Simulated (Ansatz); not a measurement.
Values for one crystal, relaxed and computed with DFT-LDA in the program Ansatz with PAW potentials; other levels are named.

- Volume per atom = 31.42 Å³
- Band gap = 1.30 eV (indirect)
- Hole effective mass = 0.86, 1.3, 2.7 mₑ (principal values)
- Bulk modulus (Birch–Murnaghan fit) = 17.1 GPa
- Smallest direct gap on the standard path = 1.43 eV
- Formation energy from the elements (no fitted shifts) = -0.85 eV/atom
- Valence-band maximum = at Γ

**Question.** Which compound is it?
A) Rb2GeSe3, C2/m (Pearson symbol mS24)
B) Rb2TlInCl6, Fm-3m (Rb on 8c, Tl on 4b, In on 4a, Cl on 24e)
C) Rb2TaCuS4, Fddd (Rb on 16g, Ta on 8a, Cu on 8b, S on 32h)
D) In2Si2O7, C2/m (Pearson symbol mS22)

**Answer.** A, Rb2GeSe3, C2/m (Pearson symbol mS24)

The first step of the workflow began from a Materials Project structure, measured or hypothetical; the Crystallography Open Database files this formula in space group No. 12, but the cells were not matched. Its standing as an ambient phase is unchecked. The LDA relaxation kept the symmetry of its start; its stability against distortions is not shown here. The references are the lowest solids computed at this level, not always the standard phases. Spin–orbit coupling is left out wherever it is not named.

Potentials: the later of the program's two PAW sets.
